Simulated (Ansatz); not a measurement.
The start is a relaxed KI cell with every coordinate shifted by Gaussian noise of σ = 0.2 Å. The structure is fully relaxed (lattice and positions, P = 0) with PBEsol (plane waves to 420 eV, PAW, scalar-relativistic; Ansatz, an electronic-structure program). The first steps use a coarse 6×6×6 k-mesh.

Starting cell:
```yaml
crystal:
  lattice:
    - [0.00000, 3.50327, 3.50327]
    - [3.50327, 0.00000, 3.50327]
    - [3.50327, 3.50327, 0.00000]
  atoms:
    - { symbol: I, position: [0.94128, 0.03079, 0.97940] }
    - { symbol: K, position: [0.42022, 0.57189, 0.57424] }
```

Q: How much energy is released per atom?

A: 96 meV/atom.

Q: How do the shortest distances between atoms change?

A: The closest pairs of elements (up to four, under 3.6 Å), start → end: I–K 3.04 → 3.50 Å.

Final values are on a 8×8×8 k-mesh of the relaxed cell. No spin polarisation in the result.
